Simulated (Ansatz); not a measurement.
Values for one crystal, relaxed and computed with DFT-PBEsol in the program Ansatz with PAW potentials; other levels are named.

```yaml
volume_per_atom: 11.15 Å³
electronic_character: metallic (no gap)
Formation energy from the elements (no fitted shifts): -0.14 eV/atom
debye_temperature_from_the_elastic_constants: 507 K
hill_bulk_and_shear_moduli: 310 and 156 GPa
Poisson's ratio: 0.28
Pressure derivative B′: 4.5
```

Task: Which compound is it?
(A) Co3W, P6_3/mmc (Co on 6h, W on 2c)
(B) ScCo, CsCl type
(C) SmCo5, P6/mmm (Sm on 1a, Co on 2c, Co on 3g)
(D) CoSn3, Cmce (Co on 8d, Sn on 8f, Sn on 16g)

Result: A, Co3W, P6_3/mmc (Co on 6h, W on 2c)

The first step of the workflow began from a Materials Project structure, measured or hypothetical; the Crystallography Open Database files this formula in space group No. 194, but the cells were not matched. Whether it is the stable phase at ambient conditions was not checked. The PBEsol relaxation kept the symmetry of its start, as lowered by the spin order; whether a distortion lowers the energy is not shown. Magnetic state: ferrimagnetic, the only order run, not a proven ground state. As this level gives no gap, shear constants depend on the k-mesh and smearing (Fermi–Dirac, 0.1 eV here). The references are the lowest solids computed at this level, not always the standard phases. Spin–orbit coupling is left out wherever it is not named.

Potentials: the later of the program's two PAW sets.
